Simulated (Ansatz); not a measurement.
Problem. Name crystals whose computed values (DFT-r²SCAN in the program Ansatz with PAW potentials) fall in these windows: B₀ by P(V) fit (GPa) 110 to 140; G_Hill (GPa) 24 to 31; highest Γ mode, no LO–TO term (cm⁻¹) 140 to 190.

Solution. 

```csv
crystal,B₀ by P(V) fit (GPa),G_Hill (GPa),"highest Γ mode, no LO–TO term (cm⁻¹)"
"Ag3Au, Cu3Au type",115,28.9,160
"ZrCu, CsCl type",125,27.4,157
```
Others may fit too.

Standing as an ambient phase not checked: Ag3Au, Cu3Au type; ZrCu, CsCl type. All cells were relaxed under the symmetry of their starts (and spin orders); stability against distortions was not tested throughout. Rows with no word on spin ran without spin polarisation. Spin–orbit coupling is left out wherever it is not named.

Potentials: the later of the program's two PAW sets.
